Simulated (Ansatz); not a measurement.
VSi$_{2}$:
```xyz
9
Lattice="4.5299 0.0000 0.0000 -2.2650 3.9230 0.0000 0.0000 0.0000 6.3256" Properties=species:S:1:pos:R:3 pbc="T T T"
V     -1.1325     1.9615     2.1085
V      2.2650     0.0000     0.0000
V      1.1325     1.9615     4.2171
Si     2.2650     2.6479     0.0000
Si    -1.1607     3.2855     4.2171
Si     1.1043     0.6376     2.1085
Si     0.0000     1.2751     0.0000
Si     3.4256     0.6376     4.2171
Si     1.1607     3.2855     2.1085
```

Relaxed with r²SCAN. Special points in fractions of this cell's reciprocal vectors: Γ (0.000, 0.000, 0.000); M (0.500, 0.000, 0.000); K (0.333, 0.333, 0.000); A (0.000, 0.000, 0.500); L (0.500, 0.000, 0.500); H (0.333, 0.333, 0.500).

Task: List the band energies nearest the Fermi level at these points for DFT-r²SCAN in the program Ansatz with PAW potentials.

Result: In eV from the Fermi level; about four levels below and three above (degenerate sets whole), none deeper than 8.9 eV; points with the same levels are listed once.

```
k                          below                above
-  -----------------------------  -------------------
Γ  -2.29 -2.29 -1.97 -1.97 -1.96  0.43 2.29 2.66 2.66
M        -1.48 -0.74 -0.59 -0.14       0.01 0.45 1.14
K  -1.49 -1.49 -1.39 -1.39 -1.26       0.14 0.14 0.31
A  -2.21 -2.21 -2.04 -2.04 -1.69       0.63 0.63 2.26
L        -1.49 -1.35 -0.49 -0.07       0.91 1.41 1.92
H        -0.49 -0.49 -0.08 -0.08  0.61 1.46 1.97 1.97
```

Space group P6_422. The workflow started from a Materials Project entry (that database holds measured and hypothetical structures alike); the Crystallography Open Database files this formula in space group No. 181, but the cells were not matched. Its standing as an ambient phase is unchecked. The r²SCAN relaxation kept the symmetry of its start; whether a distortion lowers the energy is not shown. The workflow began spin-polarised and lost its moments.

Potentials: the later of the program's two PAW sets.
